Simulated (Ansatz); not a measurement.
## LDA, PBE, PBEsol and r²SCAN on MnS

```
Mn S
1.0
     0.00000    2.61225    2.61225
     2.61225    0.00000    2.61225
     2.61225    2.61225    0.00000
Mn S
1 1
Direct
  0.00000 0.00000 0.00000
  0.50000 0.50000 0.50000
```

Atoms are numbered in the order listed.

Conventional cell: a = 5.224 Å, b = 5.224 Å, c = 5.224 Å, α = 90.00°, β = 90.00°, γ = 90.00°. Mn (atom 1) is surrounded by 6 S at 2.61 Å. S (atom 2) has 6 Mn at 2.61 Å as nearest neighbours.

The geometry is COD entry 9005930, unchecked; take it as a test cell.

Other magnetic orders may lie lower; this is the state that the run reached.

One fixed cell is solved with several functionals by PAW with the default files in Ansatz 0.2.0, scalar-relativistically. A positive pressure means that the functional wants a larger cell.

The PAW files were made with PBE; their cores are remade for each functional.

Numerical set-up: a Γ-centred 14×14×14 k mesh, Fermi–Dirac smearing of 0.03 eV, cutoff 420 eV, spin-polarised from start moments Mn1 4 μB.

Cutoffs: PBE 420 eV, LDA 420 eV, PBEsol 420 eV, r²SCAN 500 eV.

Task: One of the runs gave P (GPa) = -12.34, spin moment on Mn1 (μB) = 4.07, lowest spin-up level at Γ above −25 eV, from the valence-band top or, without a gap, the Fermi level (eV) = -14.50. Which setting was it?
A. LDA
B. PBEsol
C. PBE
D. r²SCAN

Result: A. The full set:
```csv
setting,P (GPa),spin moment on Mn1 (μB),"lowest spin-up level at Γ above −25 eV, from the valence-band top or, without a gap, the Fermi level (eV)"
PBE,-3.49,4.22,-14.57
LDA,-12.34,4.07,-14.50
PBEsol,-7.93,4.19,-14.57
r²SCAN,-0.14,4.46,-15.20
```
